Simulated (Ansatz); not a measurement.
Data:

VGe:
```xyz
4
Lattice="-1.6644 1.6644 5.6530 1.6644 -1.6644 5.6530 1.6644 1.6644 -5.6530" Properties=species:S:1:pos:R:3 pbc="T T T"
V      0.0000     0.0000    11.2978
V      0.0000     1.6644     2.8183
Ge     0.0000     0.0000     4.7114
Ge     1.6644     0.0000     1.8850
```
The run is spin-polarised; directions of the spins, atom by atom: ↑ ↑ 0 0.

This is the PBE-relaxed structure.

**Question.** All from the program Ansatz at the PBE level (PAW), unless another level is named. Estimate the electronic character.

**Answer.** metallic (no gap).

**Question.** And the formation energy from the elements (no fitted shifts)?

**Answer.** 0.011 eV/atom.

**Question.** What about the density of states at the Fermi level?

**Answer.** 1.2 states/eV per atom (mean over ±0.08 eV).

Space group I4_1md. A made-up cell: these elements were put on the sites of a structure type; neither database checked (COD, Materials Project) lists it. Whether it is the stable phase at ambient conditions was not checked. The cell was relaxed with PBE under the symmetry of its start; its stability against distortions is not shown here. The final state is ferromagnetic, the only order run, not a proven ground state. The references are the lowest solids computed at this level, not always the standard phases. Scalar-relativistic: spin–orbit coupling is off unless named, which matters more the heavier the elements.

Potentials: the later of the program's two PAW sets.
